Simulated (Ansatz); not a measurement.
NbP:
```yaml
crystal:
  lattice:
    - [3.33457, 0.00000, 0.00000]
    - [-1.66728, 2.88782, 0.00000]
    - [0.00000, 0.00000, 3.32676]
  atoms:
    - { symbol: Nb, position: [0.00000, 0.00000, 0.00000] }
    - { symbol: P, position: [0.66667, 0.33333, 0.50000] }
```

Relaxed with r²SCAN. Special points in fractions of this cell's reciprocal vectors: Γ (0.000, 0.000, 0.000); M (0.500, 0.000, 0.000); K (0.333, 0.333, 0.000); A (0.000, 0.000, 0.500); L (0.500, 0.000, 0.500); H (0.333, 0.333, 0.500).

### Question
List the band energies nearest the Fermi level at these points for DFT-r²SCAN with spin–orbit coupling in the program Ansatz with PAW potentials.

### Answer
In eV from the Fermi level; about four levels below and three above (degenerate sets whole), none deeper than 8.9 eV; points with the same levels are listed once.

```tsv
k	below	above
Γ	-2.18 -2.18 -0.31 -0.31	1.87 1.87 1.95 1.95
M	-2.37 -2.37 -0.61 -0.61	1.14 1.14 3.32 3.32
K	-2.87 -2.84 -0.07 -0.01	1.09 1.21 2.06
A	-0.30 -0.30 -0.18 -0.18	2.76 2.76 3.70 3.70
L	-3.33 -3.33 -0.09 -0.09	3.10 3.10 3.55 3.55
H	-2.49 -2.47 -0.11 -0.10	3.22 3.23 4.59
```

Space group P-6m2. A made-up cell: these elements were put on the sites of a structure type; neither database checked (COD, Materials Project) lists it. COD files the formula under space group No. 141, so this cell is another polymorph or a model. Whether it is the stable phase at ambient conditions was not checked. The cell was relaxed with r²SCAN under the symmetry of its start; of distortions, only those at the zone centre were tested. No spin polarisation was allowed.

Potentials: the later of the program's two PAW sets.
